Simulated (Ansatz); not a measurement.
Phonons of ZrC (rock salt) at Γ, L = (0.5, 0.0, 0.0), X = (0.5, 0.5, 0.0).

ZrC (rock salt)

```
ZrC
1.0
    0.00000     2.35572     2.35572
    2.35572     0.00000     2.35572
    2.35572     2.35572     0.00000
C Zr
1 1
Direct
  0.00000   0.00000   0.00000
  0.50000   0.50000   0.50000
```

Computed with r2SCAN (plane waves to 500 eV, PAW, scalar-relativistic; Ansatz, a quantum-chemistry and plane-wave program). DFPT wavenumbers on a 18×18×18 k mesh, in cm⁻¹ and rounded to 5; i marks imaginary ones, q is in fractions of the reciprocal vectors of the cell shown, and the three acoustic modes at Γ are left out. ZrC is run without spin polarisation. ZrC was relaxed with its symmetry unable to fall.

| q | wavenumbers (cm⁻¹) |
|---|---|
| Γ | 405 (×3) |
| L = (0.5, 0.0, 0.0) | 180 (×2), 330, 520 (×2), 675 |
| X = (0.5, 0.5, 0.0) | 205 (×2), 260, 450 (×2), 550 |

The structure shows no imaginary mode at these points (lowest 180 cm⁻¹ at L = (0.5, 0.0, 0.0)); other wave vectors were not tested.

Highest mode: 675 cm⁻¹ at L = (0.5, 0.0, 0.0).
